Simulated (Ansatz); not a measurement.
## Calculated field gradients at the nuclei for CsTlF₄

The cell is a Materials Project structure (computed, not necessarily an observed phase).

```cif
data_CsTlF4
_symmetry_space_group_name_H-M 'Pbcm'
_symmetry_Int_Tables_number 57
_cell_length_a 6.5644
_cell_length_b 8.4582
_cell_length_c 8.5416
_cell_angle_alpha 90.000
_cell_angle_beta 90.000
_cell_angle_gamma 90.000
loop_
_atom_site_label
_atom_site_type_symbol
_atom_site_symmetry_multiplicity
_atom_site_Wyckoff_symbol
_atom_site_fract_x
_atom_site_fract_y
_atom_site_fract_z
Cs Cs 4 d 0.4834 0.8022 0.2500
Tl Tl 4 a 0.0000 0.0000 0.5000
F9 F 8 e 0.7055 0.9324 0.5563
F13 F 4 d 0.9025 0.9798 0.2500
F17 F 4 c 0.8821 0.2500 0.5000
```

One atom of each set is listed.

Level of theory: DFT, PBE, plane waves and PAW, scalar-relativistic, 420 eV cutoff, Γ-centred 3×3×3 k-points, Fermi–Dirac smearing 0.02 eV (Ansatz 0.2.0).

V_zz is the principal component of the electric field gradient with the largest magnitude, η = (V_xx − V_yy)/V_zz and C_Q = eQV_zz/h.

Cs-133: I = 7/2, Q = -3.430 mb. Quadrupole moments are those of Pyykkö's year-2017 table.

```tsv
site	atoms	first shell	V_zz (10²¹ V/m²)	η	C_Q (MHz)
Cs	4	9 F at 2.97–3.24 Å; also 1 F at 3.72 Å	5.46	0.54	-0.453
Tl	4	6 F at 2.07–2.25 Å	-25.5	0.11	–
F9	8	1 Tl at 2.07 Å; also 3 Cs at 2.97–3.19 Å	15.01	0.03	–
F13	4	2 Tl at 2.24 Å, angle 146°; also 1 Cs at 3.13 Å	11.96	0.23	–
F17	4	2 Tl at 2.25 Å, angle 140°; also 2 Cs at 3.24 Å	11.11	0.29	–
```

At F13 and F17 V_zz runs parallel to the line that joins its two neighbours (within 1°) in each case. At F9 V_zz points along its bond to Tl (within 1°).

Tl, F have no stable isotope with a ground-state quadrupole moment in the table, so no C_Q is given.

The largest force is 0.3 eV/Å, so the atoms aren't at the calculated equilibrium and relaxing them would move these values. Spin–orbit coupling is left out, which shifts gradients on Tl by a few per cent, and by more where contributions nearly cancel.
